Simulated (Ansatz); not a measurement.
The start is a generated cell, Pb placed in the diamond structure type. The cell and all atomic positions are relaxed at zero pressure with PBEsol (plane waves to 420 eV, PAW, scalar-relativistic; Ansatz, a first-principles code). The first steps use a coarse 8×8×8 k-mesh.

Starting cell:
```
CELL_PARAMETERS angstrom
      0.00000     3.46623     3.46623
      3.46623     0.00000     3.46623
      3.46623     3.46623     0.00000
ATOMIC_POSITIONS crystal
  Pb 0.25000 0.25000 0.25000
  Pb 0.00000 0.00000 0.00000
```

Q: How does the volume change?

A: -0.9 %, from 41.65 to 41.25 Å³/atom.

Q: How do the shortest distances between atoms change?

A: The closest pairs of elements (up to four, under 3.6 Å), start → end: Pb–Pb 3.00 → 2.99 Å.

Q: Is the relaxed structure metallic? Give its gap.

A: No gap (metallic).

The space group stays Fd-3m (No. 227) (the run could not lower it); the end is diamond type, with 2 atoms in the primitive cell. Final values are on a 12×12×12 k-mesh of the relaxed cell. No spin polarisation in the result.

The run could not lose the symmetry of its start, so the end can be a saddle point.

All atoms sit on sites fixed by symmetry, so only the cell could relax.

The relaxed structure here is a generated cell of Pb: the first start was made by placing the elements on the sites of a structure type, and the end was not matched to a known phase here, so it may be hypothetical. Known forms of Pb include space group No. 225.
